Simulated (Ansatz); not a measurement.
Input file for Ansatz (a program for electronic structure):

Ansatz 0.2 input:
```yaml
crystal:
  lattice:
    - [-3.3021795469, 3.3021795469, 1.9078462496]
    - [3.3021795469, -3.3021795469, 1.9078462496]
    - [3.3021795469, 3.3021795469, -1.9078462496]
  atoms:
    - { symbol: Si, position: [0.1788005202, 0.1788005202, 0.3576010404] }
    - { symbol: Si, position: [0.8211994798, 0.8211994798, 0.6423989596] }
    - { symbol: Si, position: [0.1788005202, 0.8211994798, 0.0] }
    - { symbol: Si, position: [0.8211994798, 0.1788005202, 0.0] }
kpoints:
  mp_grid: { grid: [9, 9, 9] }
hamiltonian:
  xc: lda
  pseudopotentials: { kind: paw }
scf:
  occupations: { method: fixed }
phonons:
  method: dfpt
  response_accuracy: low
  qmesh: [3, 3, 3]
  interpolated_qmesh: [16, 16, 16]
  dielectric: false
  rigid_motions: translations
  temperatures: { t_max: 1000, t_step: 50 }
  qpath:
    path:
      - [[0.0, 0.0, 0.0], [0.0, 0.0, 0.5], [-0.5, 0.5, 0.5], [0.0, 0.0, 0.0], [0.3334498168, 0.3334498168, -0.3334498168]]  # Γ-X-M-Γ-Z
      - [[-0.3334498168, 0.6665501832, 0.3334498168], [-0.5, 0.5, 0.5]]  # Z_0-M
      - [[0.0, 0.0, 0.5], [0.25, 0.25, 0.25], [0.0, 0.5, 0.0], [0.0, 0.0, 0.0]]  # X-P-N-Γ
    npoints: 10
```

Output (shortened):

```
WARN phonons: nothing shows that this cell's Born effective charges vanish (its symmetry is asked only of a neutral cell with symmetry detection on), so it may …
Pseudopotential: Si, paw, valence charge 4
Functional definition: SPW92
Crystal: 4 atoms, lattice volume = 83.216 Å³
Basis set: ecut = 420 eV, 1631 PW (Γ), exchange–correlation on 72×72×72 points (8 copies of the dense FFT grid, shifted against one another)
Bands: 12, of which v1, the nominal top of the filled ones, is band 8 counted from 1 (7 counted from 0)
Symmetry: 16 space group operations
k-points: 75 of 729
SCF iter   1: F=—  HF=-2434.139352 eV  |F-HF|=—  |Δ(HF+E_count)|=         —  Δρ=3.51e-3  dr2=8.89e-3  ethr=1.77e-3  ⟨swp⟩=4.5  Hψ=5327  notcnv=0  defer=135
preconditioner: auto → none
SCF iter   2: F=—  HF=-2434.137117 eV  |F-HF|=—  |Δ(HF+E_count)|=   2.24e-3  Δρ=1.59e-3  dr2=1.27e-3  ethr=5.55e-5  ⟨swp⟩=2.9  Hψ=2161  notcnv=0  defer=146
SCF iter   3: F=—  HF=-2434.136917 eV  |F-HF|=—  |Δ(HF+E_count)|=   2.00e-4  Δρ=4.07e-4  dr2=1.66e-4  ethr=7.97e-6  ⟨swp⟩=2.8  Hψ=1599  notcnv=0  defer=146
SCF iter   4: F=—  HF=-2434.136885 eV  |F-HF|=—  |Δ(HF+E_count)|=   3.23e-5  Δρ=8.24e-5  dr2=4.15e-6  ethr=1.04e-6  ⟨swp⟩=2.6  Hψ=1458  notcnv=0  defer=113
SCF iter   5: F=—  HF=-2434.136884 eV  |F-HF|=—  |Δ(HF+E_count)|=   4.03e-7  Δρ=7.92e-6  dr2=4.56e-8  ethr=2.59e-8  ⟨swp⟩=2.2  Hψ=1475  notcnv=0  defer=13
SCF iter   6: F=—  HF=-2434.136885 eV  |F-HF|=—  |Δ(HF+E_count)|=   7.10e-7  Δρ=1.26e-6  dr2=9.13e-10  ethr=2.85e-10  ⟨swp⟩=2.4  Hψ=1431  notcnv=0  defer=1
SCF iter   7: F=—  HF=-2434.136885 eV  |F-HF|=—  |Δ(HF+E_count)|=  2.18e-10  Δρ=1.30e-7  dr2=1.89e-11  ethr=5.70e-12  ⟨swp⟩=2.4  Hψ=1528  notcnv=0  defer=1
SCF iter   8: F=-2434.136885 eV  HF=-2434.136885 eV  |F-HF|=9.09e-13  |Δ(HF+E_count)|=  9.55e-12  Δρ=1.81e-8  dr2=3.22e-13  ethr=1.00e-12  ⟨swp⟩=7.1  Hψ=5403  notcnv=0
SCF 1 converged in 8 iterations: F = -2434.136885 eV  dr2 = 3.22e-13
NSCF: frozen V_eff on 75 k-points
NSCF: frozen V_eff on 205 k-points
DFPT response loops at q = (0, 0, 0) (fractional): preconditioner auto → Resta (q_TF=auto, 2.073 Å⁻¹)  ε∞=13.1 (no band partly filled) …
NSCF: frozen V_eff on 810 k-points
DFPT response loops at q = (0, 0, 0.3333333333333333) (fractional): mixed as the last ones told, above
NSCF: frozen V_eff on 1458 k-points
DFPT response loops at q = (0, 0.3333333333333333, 0) (fractional): mixed as the last ones told, above
NSCF: frozen V_eff on 1458 k-points
DFPT response loops at q = (0, 0.3333333333333333, 0.3333333333333333) (fractional): mixed as the last ones told, above
NSCF: frozen V_eff on 738 k-points
DFPT response loops at q = (0.3333333333333333, 0.3333333333333333, -0.33333333333333337) (fractional): mixed as the last ones told, above
NSCF: frozen V_eff on 810 k-points
DFPT response loops at q = (0.3333333333333333, -0.33333333333333337, 0.3333333333333333) (fractional): mixed as the last ones told, above
SCF converged after 8 iterations
Free energy (F): -2434.136885 eV
Harris-Foulkes:  -2434.136885 eV  (|F-HF|=9.09e-13)
Internal energy: -2434.136885 eV  (E = F + TS)
E sigma→0 (E₀):  -2434.136885 eV
Fermi energy:    5.758241 eV
--- Per-component energies (eV) ---
  E_band       = 9.339932
  E_kinetic    = 162.517836
  E_local      = -140.210468  (includes V_loc(G=0)·N_el)
  E_nonlocal   = 108.529640
  E_hartree    = 39.356407
  E_xc         = -219.365992
  E_vxc        = -188.673272  (∫ρ·V_xc dr)
  E_paw        = -1944.608364  (= ΣΔE_a)
  E_vpaw       = -11.536644  (= ΣTr[D̂ρ^β])
  E_aug_tail   = 0.000023  (compensation charges beyond the density's cutoff)
  E_ewald      = -440.693290
  E_core_change = 0.337323  (= ΣΔE_core)
  E_smearing   =  0.000000  (= −TS)
  E_closure    = 0.000000  (closes the sum)
  Σ components = -2434.136885   (vs F -2434.136885, Δ=0.00e0)
  [band-id]    e_kinetic+e_local+e_nonlocal+2·e_hartree+e_vxc+e_vpaw+e_augmentation_tail = 9.339929   (vs E_band 9.339932, Δ=-3.14e-6)
--- Band table (eV; the first three rows and the last of 75) ---
  k-point 0: bands = ["-6.3309", "-2.0167", "0.2298", "0.2298", "2.0141", "4.3609", "4.3609", "5.2975", "7.2401", "7.4221", "7.4221", "8.1258"]
  k-point 1: bands = ["-6.2617", "-2.3085", "0.2432", "0.2845", "2.3788", "4.2793", "4.3438", "4.8725", "7.0388", "7.4601", "7.8817", "8.0288"]
  k-point 2: bands = ["-6.0578", "-2.9618", "0.3064", "0.4399", "3.1395", "4.1029", "4.1240", "4.3014", "6.6077", "7.8272", "7.9123", "8.0488"]
  k-point 74: bands = ["-4.3325", "-4.0446", "-3.1357", "0.7872", "2.9099", "5.5785", "5.5894", "5.7582", "6.1846", "9.1981", "9.4044", "9.8906"]
--- Phonons (Γ-DFPT): 2 representative perturbations + reference (Σ response iterations 6) ---
  ASR residual: 2.248e-5 → 0.000e0 eV/Å²; symmetrization residual: 3.264e-7 eV/Å²
  ASR residual per site (eV/Å²): 2.25e-5 2.25e-5 2.25e-5 2.25e-5
  Γ frequencies (cm⁻¹): 0.00 0.00 0.00 134.61 196.74 397.62 397.62 404.83 415.82 496.53 496.53 537.73
  non-analytic LO–TO correction: not included (Born effective charges unavailable; polar crystals …
--- Phonons (arbitrary-q DFPT): 6 irreducible q on the 3×3×3 mesh ---
  q = [0.0000, 0.0000, 0.0000] (star 1, of the zone-centre solve; hermiticity 4.95e-8, symmetrization 2.91e-15):  0.00 0.00 0.00 134.61 196.74 397.62 397.62 404.83 415.82 496.53 496.53 537.73
  q = [0.0000, 0.0000, 0.3333] (star 4, 4 solved perturbations in 1260 linear systems a pass and spin channel, the states on 405 of 729 k-point pairs; hermiticity 3.48e-7, symmetrization 2.76e-12): 96.62 97.38 134.37 172.75 178.00 313.27 399.19 421.52 469.40 486.47 492.05 518.63
  q = [0.0000, 0.3333, 0.0000] (star 8, 3 solved perturbations on 729 of 729 k-point pairs: no pair is spared here; hermiticity 2.55e-7, symmetrization 4.69e-15): 100.34 132.32 166.74 201.59 251.94 357.00 363.80 410.89 416.44 481.07 484.64 502.32
  q = [0.0000, 0.3333, 0.3333] (star 8, 4 solved perturbations in 2268 linear systems a pass and spin channel, the states on 729 of 729 k-point pairs; hermiticity 2.73e-7, symmetrization 1.56e-11): 112.19 125.00 162.13 168.53 307.96 315.14 392.27 407.12 …
  q = [0.3333, 0.3333, -0.3333] (star 2, 2 solved perturbations in 594 linear systems a pass and spin channel, the states on 369 of 729 k-point pairs; hermiticity 2.41e-7, symmetrization 4.91e-11): 137.77 178.82 178.82 185.10 286.65 286.65 340.66 401.08 …
  q = [0.3333, -0.3333, 0.3333] (star 4, 3 solved perturbations on 405 of 729 k-point pairs; hermiticity 3.23e-7, symmetrization 4.37e-15): 87.06 88.57 115.69 166.98 245.95 308.88 402.76 418.30 475.01 482.01 506.54 512.93
  sum rule: each row above includes the acoustic sum rule's correction from the zone centre's row sums; it moved no ω² by more than (0.53 cm⁻¹)²
  mesh force constants: q→R imaginary residual 2.77e-16; ASR residual 2.248e-5 → 0.000e0 eV/Å²; symmetrization residual 1.776e-14 eV/Å²
  interpolated dispersion: 83 rows × 12 modes
  density of states and harmonic sums: on the 16×16×16 q-mesh, interpolated from the force constants of a 3×3×3 supercell (no non-analytic term)
  largest difference from the sums on the solved wave vectors: F 2.30e-2 eV, S 3.25e-5 and C_V 9.51e-6 eV/K
  zero-point energy: 0.238614 eV/cell   skipped modes (ω ≤ 0): 3   left out of the sums: 6.10e-5 of the cell's modes …
```

Cost: around 9 core-minutes (rough) on shared cores.

Space group I4/mmm. The first step of the workflow began from a Materials Project structure, measured or hypothetical; the Crystallography Open Database copy checked does not list it. It is not the phase usual at ambient conditions (space group No. 227). The cell was relaxed with LDA under the symmetry of its start.

Potentials: the later of the program's two PAW sets.

Ansatz is a plane-wave DFT program.
